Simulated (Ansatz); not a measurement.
# ReO3-type TiBr3

Method: PBEsol, scalar-relativistic; collinear spin; PAW, 420 eV, Γ-centred 6×6×6 mesh, 0.05 eV Gaussian smearing; code Ansatz. The datasets are Ansatz's generated set soft_2.

```cif
data_structure
_symmetry_space_group_name_H-M 'Pm-3m'
_symmetry_Int_Tables_number 221
_cell_length_a 5.0365
_cell_length_b 5.0365
_cell_length_c 5.0365
_cell_angle_alpha 90.000
_cell_angle_beta 90.000
_cell_angle_gamma 90.000
_cell_volume 127.76
loop_
_atom_site_label
_atom_site_type_symbol
_atom_site_symmetry_multiplicity
_atom_site_Wyckoff_symbol
_atom_site_fract_x
_atom_site_fract_y
_atom_site_fract_z
_atom_site_occupancy
Ti1 Ti 1 a 0.00000 0.00000 0.00000 1
Br1 Br 3 d 0.50000 0.00000 0.00000 1
```

This is a trial structure; measured cells of the compound in the Crystallography Open Database are in space groups P-1, R-3. The ideal cubic cell shuts out tilts of the octahedra, which such structures often take.

Magnetic state: ferromagnetic, site spin moments Ti 0.40 μB.

The cell above was scaled in volume, its shape and atoms being fixed by the lattice's symmetry. Energies are counted from the cell above.

Cell and atoms are those of this level's equilibrium.

```tsv
V (Å³/atom)	ΔE (meV/atom)	P (GPa)	largest moment (μB)
30.66	?	?	?
31.30	1.8	0.9	0.40
31.94	0.0	0.0	0.40
32.58	1.7	-0.8	0.41
33.22	6.5	-1.6	0.41
```

Q: Fill in the withheld row.

A: ΔE (meV/atom): 7.5, P (GPa): 1.9, largest moment (μB): 0.39.

Q: What do the points give for the equilibrium volume, the bulk modulus and its pressure derivative (third-order Birch–Murnaghan)?

A: V0 = 31.94 Å³/atom, B0 = 43 GPa, B0′ = 4.6.

B0·V0 = 43.5 GPa × 31.94 Å³ = 8.67 eV/atom sets the scale: near the minimum ΔE ≈ ½ B0 V0 x², with x = V/V0 − 1, and a pressure of 0.4 GPa squeezes the volume by about 1 %. At the ends of the curve: x = −4.0 % predicts 6.9 meV/atom and the run gives 7.5; x = +4.0 % predicts 6.9 meV/atom and the run gives 6.5. The curve is steeper than the parabola on the compressed side and flatter on the expanded side: the bulk modulus rises with pressure.

The program warned that the potential is rough where the density is thin (voids or gaps), so long spacings are poorly fixed. Site moments are of spin, integrated over atomic spheres. No antiparallel order was tried. The run is a metal.
